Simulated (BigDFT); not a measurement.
Cost against accuracy: the molecule C3

SMILES: [C]=C=[C]
```xyz
3

C     -1.2860     0.0616     0.0198
C      0.0005     0.0145     0.0000
C      1.2855    -0.0761    -0.0198
```
Charge 0, spin multiplicity 1.

Base run: PBE, Daubechies wavelet basis, HGH (Krack) norm-conserving potentials made for PBE, isolated boundary conditions (BigDFT). Its settings: basis = Daubechies wavelets; dft.hgrids = 0.389 bohr; dft.rmult = 6 8; dft.ixc = 11; potentials = built-in HGH-K PBE; boundary_conditions = free; dft.gnrm_cv = 1e-04; dft.itermax = 80; dft.idsx = 6; dft.nrepmax = 3; dft.norbv = 4; dft.nvirt = 2; dft.gnrm_cv_virt = 1e-03; dft.itermax_virt = 40.

The grid can part forces that symmetry would make equal. The geometry comes from a cheaper method or was typed, in some cases with atoms then moved at random; it is not relaxed at this level, and the species need not be a known compound.

Runs, by their change from the base:
- A: dft.hgrids: 0.389 bohr → 0.622 bohr; dft.rmult: 6 8 → 3.5 5
- B: dft.hgrids: 0.389 bohr → 0.505 bohr; dft.rmult: 6 8 → 4 6
- C: dft.hgrids: 0.389 bohr → 0.427 bohr; dft.rmult: 6 8 → 5 7
- D: base settings
- E: dft.hgrids: 0.389 bohr → 0.33 bohr; dft.rmult: 6 8 → 7 9

Differences from run E, taken as the yardstick (the most refined here, and need not be converged itself); core times are rough figures from one shared machine:

```
run  core time (% of E)  Δ energy (meV/atom)  largest change of a force vector (eV/Å)  Δ HOMO-LUMO gap (eV)
---  ------------------  -------------------  ---------------------------------------  --------------------
A                     5                427.0                                    0.455                -0.013
B                    10                 56.4                                    0.028                -0.009
C                    30                  9.2                                    0.111                -0.005
D                    40                  3.5                                    0.036                -0.004
E                   100                  0.0                                    0.000                 0.000
```

The coarsest run whose energy per atom lies within 100 meV/atom of run E, with all finer runs doing so too: run B, at roughly 10 % of the time; its energy is off by 56 meV/atom.
